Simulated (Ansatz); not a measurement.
One crystal and one scan (frozen-phonon scan) at two levels, PBE (plane waves to 420 eV, PAW, scalar-relativistic; Ansatz, a quantum-chemistry and plane-wave program) and r2SCAN (plane waves to 500 eV, PAW, scalar-relativistic; Ansatz), each from its own relaxed cell and on its own mesh.

The crystal is KF (rock salt); a phonon pattern at X = (0.5, 0.5, 0.0) is frozen into a 4-atom cell, Q being the largest atomic displacement.

KF was relaxed with its symmetry unable to fall.

| quantity | run 1 | run 2 |
|---|---|---|
| Lattice constant a (Å) | 5.318 | 5.421 |
| Band gap of the relaxed cell, no spin-orbit coupling (eV) | 6.91 | 5.96 |
| Harmonic wavenumber from the curvature (finite differences) (cm⁻¹ (negative: imaginary)) | 210 | 193 |

Q: Which run is which level?

A: Run 2 is PBE, run 1 is r2SCAN. PBE gives the higher value for: lattice constant a. PBE gives the lower value for: band gap of the relaxed cell, no spin-orbit coupling; harmonic wavenumber from the curvature. Both give the same shape of the curve: a single well with its minimum at or next to zero displacement. Neither level is exact: the differences show how much the result hangs on the functional.

(A displaced cell: forces are minus the slopes of the energy, force constants its curvatures, and phonons follow from these.)
